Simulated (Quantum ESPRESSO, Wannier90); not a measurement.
## Wannier functions of CdTe (wurtzite)

Cell from Materials Project (mp-12779), symmetrised, no further relaxation. Not found in the COD (Crystallography Open Database) copy used, which has the formula in other groups; not checked further. Method: PBEsol plane waves in Quantum ESPRESSO 7.5 (PseudoDojo norm-conserving files, 82 Ry, no spin polarisation, no spin-orbit coupling), Bloch states on a 6×6×4 mesh through Γ, Wannier90 4.0.1. Density: 12×12×4 mesh, Gaussian smearing 0.01 Ry. Spin-orbit coupling is left out although heavy elements are present.

On the energy scale of pw.x, whose zero is arbitrary, the valence-band maximum lies at 6.99 eV.

Input w.win:

```
num_bands = 30
num_wann = 16
exclude_bands = 1-18,21-30
num_iter = 1000
conv_tol = 1.0e-6
conv_window = 4
dis_num_iter = 1000
dis_conv_tol = 1.0e-6
dis_froz_max = 10.08
write_hr = true
write_u_matrices = true
begin projections
f=0.33521,-0.32590,0.00552: s;p
f=-0.33804,0.32168,-0.49741: s;p
f=0.32946,-0.32681,0.37111: s;p
f=-0.33586,0.32176,-0.12395: s;p
end projections
begin unit_cell_cart
ang
    4.6332702067    0.0000000000    0.0000000000
   -2.3166351034    4.0125297016    0.0000000000
    0.0000000000    0.0000000000    7.6024300000
end unit_cell_cart
begin atoms_frac
Cd   0.3333333333 -0.3333333333  0.0003600000
Cd  -0.3333333333  0.3333333333 -0.4996400000
Te   0.3333333333 -0.3333333333  0.3746400000
Te  -0.3333333333  0.3333333333 -0.1253600000
end atoms_frac
mp_grid = 6 6 4
begin kpoints
0.0000000000 0.0000000000 0.0000000000
0.0000000000 0.0000000000 0.2500000000
0.0000000000 0.0000000000 0.5000000000
... (141 more lines: the 6x6x4 mesh through Gamma)
end kpoints
```

Input of pw2wannier90.x that gives the overlap and projection files (equivalent; here they were cut from one run over all bands):

```
&inputpp
  outdir = './out'
  prefix = 'pwscf'
  seedname = 'w'
  write_amn = .true.
  write_mmn = .true.
/
```

Output w.wout (banner and timings cut):

```
                                    ------
                                    SYSTEM
                                    ------

                              Lattice Vectors (Ang)
                    a_1     4.633270   0.000000   0.000000
                    a_2    -2.316635   4.012530   0.000000
                    a_3     0.000000   0.000000   7.602430

                   Unit Cell Volume:     141.33780  (Ang^3)

                        Reciprocal-Space Vectors (Ang^-1)
                    b_1     1.356102   0.782946  -0.000000
                    b_2     0.000000   1.565891   0.000000
                    b_3     0.000000  -0.000000   0.826471

 *----------------------------------------------------------------------------*
 |   Site       Fractional Coordinate          Cartesian Coordinate (Ang)     |
 +----------------------------------------------------------------------------+
 | cd   1   0.33333  -0.33333   0.00036   |    2.31664  -1.33751   0.00274    |
 | cd   2  -0.33333   0.33333  -0.49964   |   -2.31664   1.33751  -3.79848    |
 | te   1   0.33333  -0.33333   0.37464   |    2.31664  -1.33751   2.84817    |
 | te   2  -0.33333   0.33333  -0.12536   |   -2.31664   1.33751  -0.95304    |
 *----------------------------------------------------------------------------*
                                ------------
                                K-POINT GRID
                                ------------

             Grid size =  6 x  6 x  4      Total points =  144

 *---------------------------------- MAIN ------------------------------------*
 |  Number of Wannier Functions               :                16             |
 |  Number of Objective Wannier Functions     :                16             |
 |  Number of input Bloch states              :                30             |
 |  Output verbosity (1=low, 5=high)          :                 1             |
 |  Timing Level (1=low, 5=high)              :                 1             |
 |  Optimisation (0=memory, 3=speed)          :                 3             |
 |  Length Unit                               :               Ang             |
 |  Post-processing setup (write *.nnkp)      :                 F             |
 |  Using Gamma-only branch of algorithms     :                 F             |
 *----------------------------------------------------------------------------*
 *------------------------------- WANNIERISE ---------------------------------*
 |  Total number of iterations                :              1000             |
 |  Number of CG steps before reset           :                 5             |
 |  Trial step length for line search         :             2.000             |
 |  Convergence tolerence                     :         0.100E-05             |
 |  Convergence window                        :                 4             |
 |  Iterations between writing output         :                 1             |
 |  Iterations between backing up to disk     :               100             |
 |  Write r^2_nm to file                      :                 F             |
 |  Write xyz WF centres to file              :                 F             |
 |  Write on-site energies <0n|H|0n> to file  :                 F             |
 |  Use guiding centre to control phases      :                 F             |
 |  Use phases for initial projections        :                 F             |
 *----------------------------------------------------------------------------*
 *------------------------------- DISENTANGLE --------------------------------*
 |  Using band disentanglement                :                 T             |
 |  Total number of iterations                :              1000             |
 |  Mixing ratio                              :             0.500             |
 |  Convergence tolerence                     :         1.000E-06             |
 |  Convergence window                        :                 3             |
 *----------------------------------------------------------------------------*
 *-------------------------------- PLOTTING ----------------------------------*
 |  Plotting Hamiltonian in WF basis          :                 T             |
 *----------------------------------------------------------------------------*

       ... (k-mesh section left out)

 Starting a new Wannier90 calculation ...

 Reading overlaps from w.mmn

 Reading projections from w.amn

 *------------------------------- DISENTANGLE --------------------------------*
 +----------------------------------------------------------------------------+
 |                              Energy  Windows                               |
 |                              ---------------                               |
 |                   Outer:   -4.03525  to   22.34187  (eV)                   |
 |                   Inner:   -4.03525  to   10.08000  (eV)                   |
 +----------------------------------------------------------------------------+
   Number of target bands to extract:   16

                   Unitarised projection of Wannier functions
                   ------------------------------------------
   A_mn = <psi_m|g_n> --> S = A.A^+ --> U = S^-1/2.A
   In dis_project... done
   Using an inner window (linner = T)
   In dis_proj_froz... done

                   Extraction of optimally-connected subspace
                   ------------------------------------------
 +---------------------------------------------------------------------+<-- DIS
 |  Iter     Omega_I(i-1)      Omega_I(i)      Delta (frac.)           |<-- DIS
 +---------------------------------------------------------------------+<-- DIS
       1      42.25286591      38.17630525       1.068E-01    <-- DIS
       2      39.10564850      37.04286672       5.569E-02    <-- DIS
       3      37.78446654      36.27487218       4.162E-02    <-- DIS
       4      36.80278584      35.71836733       3.036E-02    <-- DIS
       5      36.07965289      35.30335027       2.199E-02    <-- DIS
       6      35.54477373      34.98757951       1.593E-02    <-- DIS
       ... (lines left out)
     101      33.64525557      33.64536662      -3.300E-06    <-- DIS
       ... (lines left out)
     165      33.64430713      33.64434044      -9.900E-07    <-- DIS
     166      33.64430575      33.64433832      -9.681E-07    <-- DIS
     167      33.64430447      33.64433631      -9.465E-07    <-- DIS

             <<<      Delta < 1.000E-06  over  3 iterations     >>>
             <<< Disentanglement convergence criteria satisfied >>>

        Final Omega_I    33.64433631 (Ang^2)

 +----------------------------------------------------------------------------+

 Writing checkpoint file w.chk... done

 *------------------------------- WANNIERISE ---------------------------------*
 +--------------------------------------------------------------------+<-- CONV
 | Iter  Delta Spread     RMS Gradient      Spread (Ang^2)            |<-- CONV
 +--------------------------------------------------------------------+<-- CONV

 ------------------------------------------------------------------------------
 Initial State
  WF centre and spread    1  (  2.313750, -1.327041,  0.004055 )     3.31134820
  WF centre and spread    2  (  2.316726, -1.336502, -0.249080 )     3.71002873
  WF centre and spread    3  (  2.318924, -1.154408,  0.121467 )     3.65313994
  WF centre and spread    4  (  2.316137, -1.528008,  0.117585 )     3.69827030
  WF centre and spread    5  ( -2.312902,  1.324947, -3.802596 )     3.29013221
  WF centre and spread    6  ( -2.316707,  1.336264, -4.047253 )     3.68802270
  WF centre and spread    7  ( -2.318687,  1.154632, -3.679469 )     3.64609244
  WF centre and spread    8  ( -2.316079,  1.529678, -3.684258 )     3.68479587
  WF centre and spread    9  (  2.290596, -1.310450,  2.829098 )     2.10451919
  WF centre and spread   10  (  2.315976, -1.337334,  3.019534 )     2.43075924
  WF centre and spread   11  (  2.339447, -1.227701,  2.785136 )     2.41274880
  WF centre and spread   12  (  2.315351, -1.466353,  2.785550 )     2.40192452
  WF centre and spread   13  ( -2.303900,  1.298173, -0.942784 )     2.08440464
  WF centre and spread   14  ( -2.316355,  1.336780, -0.806993 )     2.44581446
  WF centre and spread   15  ( -2.327120,  1.227610, -1.015751 )     2.41279663
  WF centre and spread   16  ( -2.315969,  1.478443, -1.014324 )     2.39676570
  Sum of centres and spreads ( -0.000814, -0.001270, -7.580082 )    47.37156358

      0     0.474E+02     0.0000000000       47.3715635287  <-- CONV
        O_D=      0.0653605 O_OD=     13.6618667 O_TOT=     47.3715635 <-- SPRD
 ------------------------------------------------------------------------------
      1    -0.386E+00     0.5641188066       46.9859253674  <-- CONV
        O_D=      0.0717434 O_OD=     13.2698457 O_TOT=     46.9859254 <-- SPRD
      2    -0.407E+00     0.7391218828       46.5791252176  <-- CONV
        O_D=      0.0803061 O_OD=     12.8544828 O_TOT=     46.5791252 <-- SPRD
      3    -0.214E+00     0.6185063371       46.3653660243  <-- CONV
        O_D=      0.0757288 O_OD=     12.6453009 O_TOT=     46.3653660 <-- SPRD
      4    -0.892E-01     0.3886500556       46.2762027203  <-- CONV
        O_D=      0.0734702 O_OD=     12.5583962 O_TOT=     46.2762027 <-- SPRD
      5    -0.672E-01     0.2977324186       46.2089618749  <-- CONV
        O_D=      0.0748015 O_OD=     12.4898241 O_TOT=     46.2089619 <-- SPRD
       ... (lines left out)
    100    -0.144E-02     0.0467049811       37.6845028772  <-- CONV
        O_D=      0.0377848 O_OD=      4.0023817 O_TOT=     37.6845029 <-- SPRD
       ... (lines left out)
    200    -0.352E-05     0.0020811382       37.6571840082  <-- CONV
        O_D=      0.0375623 O_OD=      3.9752854 O_TOT=     37.6571840 <-- SPRD
       ... (lines left out)
    219    -0.861E-06     0.0010513976       37.6571513347  <-- CONV
        O_D=      0.0375681 O_OD=      3.9752469 O_TOT=     37.6571513 <-- SPRD
    220    -0.643E-06     0.0009746003       37.6571506914  <-- CONV
        O_D=      0.0375684 O_OD=      3.9752460 O_TOT=     37.6571507 <-- SPRD
    221    -0.603E-06     0.0011817487       37.6571500888  <-- CONV
        O_D=      0.0375681 O_OD=      3.9752457 O_TOT=     37.6571501 <-- SPRD
             <<<     Delta < 1.000E-06  over  4 iterations     >>>
             <<< Wannierisation convergence criteria satisfied >>>
 Final State
  WF centre and spread    1  (  1.551455, -0.895650,  0.307149 )     2.71487472
  WF centre and spread    2  (  2.316814, -1.337767, -0.929669 )     2.70543590
  WF centre and spread    3  (  3.082095, -0.895598,  0.307254 )     2.71381181
  WF centre and spread    4  (  2.316723, -2.221196,  0.307527 )     2.71437710
  WF centre and spread    5  ( -1.551514,  0.895762, -3.493871 )     2.71497066
  WF centre and spread    6  ( -2.316847,  1.337730, -4.730756 )     2.70542542
  WF centre and spread    7  ( -3.081990,  0.895666, -3.493627 )     2.71388700
  WF centre and spread    8  ( -2.316674,  2.221090, -3.493537 )     2.71448994
  WF centre and spread    9  (  1.820897, -1.050845,  2.658593 )     1.99070771
  WF centre and spread   10  (  2.316282, -1.337344,  3.452299 )     2.00788704
  WF centre and spread   11  (  2.812838, -1.051512,  2.659235 )     1.99070595
  WF centre and spread   12  (  2.316376, -1.910241,  2.659110 )     1.99069877
  WF centre and spread   13  ( -1.821219,  1.050517, -1.142793 )     1.99066447
  WF centre and spread   14  ( -2.315945,  1.337413, -0.348843 )     2.00794740
  WF centre and spread   15  ( -2.813122,  1.051792, -1.141570 )     1.99063343
  WF centre and spread   16  ( -2.316141,  1.910187, -1.142109 )     1.99063282
  Sum of centres and spreads (  0.000028,  0.000003, -7.565608 )    37.65715014

         Spreads (Ang^2)       Omega I      =    33.644336310
        ================       Omega D      =     0.037568069
                               Omega OD     =     3.975245710
    Final Spread (Ang^2)       Omega Total  =    37.657150089
```
